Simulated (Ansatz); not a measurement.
With r²SCAN in the plane-wave PAW code Ansatz, Re in the hexagonal phase (P-6m2; Pearson symbol hP8) relaxes to a = 2.759 Å, c = 17.832 Å. Re on 2g has 12 nearest neighbours from 2.73 Å (cuboctahedral); Re on 2h has 12 nearest neighbours from 2.73 Å (anticuboctahedral); Re on 2g has 12 nearest neighbours from 2.74 Å (anticuboctahedral); Re on 1c has 12 nearest neighbours from 2.74 Å (anticuboctahedral).

Electronic character: metallic (no gap). Gap from r²SCAN with spin–orbit coupling: none (metallic).

The bulk modulus is 388 GPa.

The start of the workflow was typed in or built on a structure type; neither database checked (COD, Materials Project) lists it. It is not the phase usual at ambient conditions (space group No. 194). The r²SCAN relaxation kept the symmetry of its start; whether a distortion lowers the energy is not shown. The run is not spin-polarised. Axis ratios of metals converge slowly with the k-mesh, so a and c are less sure than the volume. Spin–orbit coupling is left out wherever it is not named.

Potentials: the earlier of the program's two PAW sets.
